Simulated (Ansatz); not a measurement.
An Ansatz (a quantum-chemistry and plane-wave program) run. Input:

Ansatz 0.2 input:
```yaml
crystal:
  lattice:
    - [0.0, 2.6967367292, 2.6967367292]
    - [2.6967367292, 0.0, 2.6967367292]
    - [2.6967367292, 2.6967367292, 0.0]
  atoms:
    - { symbol: As, position: [0.0, 0.0, 0.0] }
    - { symbol: Ga, position: [0.5, 0.5, 0.5] }
kpoints:
  mp_grid: { grid: [10, 10, 10] }
  band_path:
    path:
      - [[0.0, 0.0, 0.0], [0.5, 0.0, 0.5], [0.625, 0.25, 0.625]]  # Γ-X-U
      - [[0.375, 0.375, 0.75], [0.0, 0.0, 0.0], [0.5, 0.5, 0.5], [0.5, 0.25, 0.75], [0.5, 0.0, 0.5]]  # K-Γ-L-W-X
    npoints: 12
basis: { xc_grid: 2 }
hamiltonian:
  xc: pbe
  pseudopotentials: { azcp: { folder: ./paw }, kind: paw_fr }
magnetization: { noncollinear: true, spin_orbit: true }
scf:
  n_extra_bands: 12
  convergence: { dr2_threshold: 0.0000000001 }
  occupations: { method: gaussian, width: 0.05 }
output: { eigenvalues: true }
```

Output (shortened):

```
Pseudopotential: As, paw, valence charge 15
Pseudopotential: Ga, paw, valence charge 13
Functional definition: PBE
non-collinear run that drives no moment, with spin-orbit …
Crystal: 2 atoms, lattice volume = 39.223 Å³
Basis set: ecut = 420 eV, 749 PW (Γ), exchange–correlation on 54×54×54 points (8 copies of the dense FFT grid, shifted against one another)
Bands: 40, of which v1, the nominal top of the filled ones, is band 28 counted from 1 (27 counted from 0)
Symmetry: 48 space group operations + 48 with time reversal
k-points: 47 of 1000
Projection manifold: j_resolved (fully-relativistic pseudo-atomic orbitals)
SCF iter   1: F=—  HF=-8639.481877 eV  |F-HF|=—  |Δ(HF+E_count)|=         —  Δρ=3.66e-2  dr2=2.03e-1  dr2_m=0.00e0 (ungated)  ethr=3.10e-3  |M|=0.00e0 ∫|m|=0.00e0 μB  |m|>n=0.0e0 m-floor=0.0e0 τ_xc=0.0e0  β_m=0.30  ⟨swp⟩=6.7  Hψ=4434  notcnv=0  defer=62
preconditioner: auto → none
SCF iter   2: F=—  HF=-8639.451246 eV  |F-HF|=—  |Δ(HF+E_count)|=   3.06e-2  Δρ=2.32e-2  dr2=7.95e-2  dr2_m=0.00e0 (ungated)  ethr=7.26e-4  |M|=0.00e0 ∫|m|=0.00e0 μB  |m|>n=0.0e0 m-floor=0.0e0 τ_xc=0.0e0  β_m=0.56  ⟨swp⟩=2.0  Hψ=1288  notcnv=0  defer=232
preconditioner: auto → Kerker (q_TF=auto, 2.579 Å⁻¹)
spin=Noncollinear: Kerker preconditioning applied to the charge; magnetization (m_x, m_y, m_z) channels mix plain (no charge-response kernel on spin).
SCF iter   3: F=—  HF=-8639.436029 eV  |F-HF|=—  |Δ(HF+E_count)|=   1.52e-2  Δρ=5.44e-3  dr2=5.20e-3  dr2_m=0.00e0 (ungated)  ethr=2.84e-4  |M|=0.00e0 ∫|m|=0.00e0 μB  |m|>n=0.0e0 m-floor=0.0e0 τ_xc=0.0e0  β_m=0.53  ⟨swp⟩=3.6  Hψ=1689  notcnv=0  defer=234
SCF iter   4: F=—  HF=-8639.434755 eV  |F-HF|=—  |Δ(HF+E_count)|=   1.27e-3  Δρ=1.86e-3  dr2=1.89e-3  dr2_m=0.00e0 (ungated)  ethr=1.86e-5  |M|=0.00e0 ∫|m|=0.00e0 μB  |m|>n=0.0e0 m-floor=0.0e0 τ_xc=0.0e0  β_m=0.72  ⟨swp⟩=2.0  Hψ=1390  notcnv=0  defer=234
SCF iter   5: F=—  HF=-8639.434549 eV  |F-HF|=—  |Δ(HF+E_count)|=   2.06e-4  Δρ=5.91e-4  dr2=1.85e-4  dr2_m=0.00e0 (ungated)  ethr=6.75e-6  |M|=0.00e0 ∫|m|=0.00e0 μB  |m|>n=0.0e0 m-floor=0.0e0 τ_xc=0.0e0  β_m=0.69  ⟨swp⟩=2.1  Hψ=983  notcnv=0  defer=234
SCF iter   6: F=—  HF=-8639.434530 eV  |F-HF|=—  |Δ(HF+E_count)|=   1.97e-5  Δρ=2.61e-4  dr2=2.06e-5  dr2_m=0.00e0 (ungated)  ethr=6.60e-7  |M|=0.00e0 ∫|m|=0.00e0 μB  |m|>n=0.0e0 m-floor=0.0e0 τ_xc=0.0e0  β_m=0.85  ⟨swp⟩=2.0  Hψ=1478  notcnv=0  defer=234
SCF iter   7: F=—  HF=-8639.434545 eV  |F-HF|=—  |Δ(HF+E_count)|=   1.53e-5  Δρ=9.61e-5  dr2=3.96e-6  dr2_m=0.00e0 (ungated)  ethr=7.35e-8  |M|=0.00e0 ∫|m|=0.00e0 μB  |m|>n=0.0e0 m-floor=0.0e0 τ_xc=0.0e0  β_m=0.88  ⟨swp⟩=2.0  Hψ=1453  notcnv=0  defer=234
SCF iter   8: F=—  HF=-8639.434545 eV  |F-HF|=—  |Δ(HF+E_count)|=   3.98e-7  Δρ=2.69e-5  dr2=3.53e-7  dr2_m=0.00e0 (ungated)  ethr=1.42e-8  |M|=0.00e0 ∫|m|=0.00e0 μB  |m|>n=0.0e0 m-floor=0.0e0 τ_xc=0.0e0  β_m=0.94  ⟨swp⟩=2.0  Hψ=1478  notcnv=0  defer=234
SCF iter  11: F=-8639.434545 eV  HF=-8639.434545 eV  |F-HF|=3.64e-12  |Δ(HF+E_count)|=  1.00e-10  Δρ=1.46e-7  dr2=6.33e-12  dr2_m=0.00e0 (ungated)  ethr=1.00e-12  |M|=0.00e0 ∫|m|=0.00e0 μB  |m|>n=0.0e0 m-floor=0.0e0 τ_xc=0.0e0  ⟨swp⟩=3.2  Hψ=2040  notcnv=0
SCF 1 converged in 11 iterations: F = -8639.434545 eV  dr2 = 6.33e-12
NSCF: frozen V_eff on 74 k-points
SCF converged after 11 iterations
Magnetization: |M| = 0.0000 μB,  M = (+0.0000, +0.0000, +0.0000) μB
Absolute magnetization: 0.0000 μB (∫|m|)
  site 0: m = (+0.0000, +0.0000, +0.0000) μB, |m| = 0.0000 μB  (R = 1.11 Å)
  site 1: m = (+0.0000, +0.0000, +0.0000) μB, |m| = 0.0000 μB  (R = 1.11 Å)
Free energy (F): -8639.434545 eV
Harris-Foulkes:  -8639.434545 eV  (|F-HF|=3.64e-12)
Internal energy: -8639.433598 eV  (E = F + TS)
E sigma→0 (E₀):  -8639.434072 eV
Entropy (-TS):   -0.000947 eV (-0.474 meV/atom)
Fermi energy:    9.836124 eV
--- Per-component energies (eV) ---
  E_band       = -267.480669
  E_kinetic    = 207.983262
  E_local      = -3145.839619  (includes V_loc(G=0)·N_el)
  E_nonlocal   = -487.292584
  E_hartree    = 1901.325958
  E_xc         = -133.476140
  E_vxc        = -129.365287  (∫ρ·V_xc dr)
  E_paw        = -4003.365340  (= ΣΔE_a)
  E_vpaw       = -515.618143  (= ΣTr[D̂ρ^β])
  E_aug_tail   = -0.000211  (compensation charges beyond the density's cutoff)
  E_ewald      = -2978.768923
  E_smearing   = -0.000947  (= −TS)
  E_closure    = 0.000000  (closes the sum)
  Σ components = -8639.434545   (vs F -8639.434545, Δ=0.00e0)
  [band-id]    e_kinetic+e_local+e_nonlocal+2·e_hartree+e_vxc+e_vpaw+e_augmentation_tail = -267.480666   (vs E_band -267.480669, Δ=2.76e-6)
--- Band table (eV; the first three rows and the last of 47) ---
  k-point 0: bands = ["-25.9344", "-25.9344", "-25.9344", "-25.9344", "-25.2083", "-25.2083", "-25.2083", "-25.2083", "-25.2046", "-25.2046", "-5.2314", "-5.2314", "-5.2314", "-5.2314", "-4.7759", "-4.7759", "-4.7759", "-4.7759", "-4.7655", "-4.7655", …
  k-point 1: bands = ["-25.9344", "-25.9344", "-25.9343", "-25.9343", "-25.2084", "-25.2084", "-25.2082", "-25.2082", "-25.2044", "-25.2044", "-5.2323", "-5.2323", "-5.2308", "-5.2308", "-4.7784", "-4.7784", "-4.7750", "-4.7750", "-4.7642", "-4.7642", …
  k-point 2: bands = ["-25.9343", "-25.9343", "-25.9339", "-25.9339", "-25.2084", "-25.2084", "-25.2078", "-25.2078", "-25.2041", "-25.2041", "-5.2349", "-5.2349", "-5.2294", "-5.2294", "-4.7852", "-4.7852", "-4.7725", "-4.7725", "-4.7608", "-4.7608", …
  k-point 46: bands = ["-25.9335", "-25.9335", "-25.9333", "-25.9333", "-25.2079", "-25.2079", "-25.2074", "-25.2074", "-25.2026", "-25.2026", "-5.2739", "-5.2739", "-5.2289", "-5.2289", "-4.8272", "-4.8272", "-4.7769", "-4.7769", "-4.7413", "-4.7413", …
```

Cost: around 40 core-seconds (rough) on shared cores.

Space group Fm-3m (rock salt). The start of the workflow was typed in or built on a structure type; neither database checked (COD, Materials Project) lists it. It is not the phase usual at ambient conditions (space group No. 216). The PBE relaxation kept the symmetry of its start; its stability against distortions is not shown here. The volume moved by 18 % from the start of the relaxation.

Potentials: the earlier of the program's two PAW sets.

Ansatz is a plane-wave DFT program.
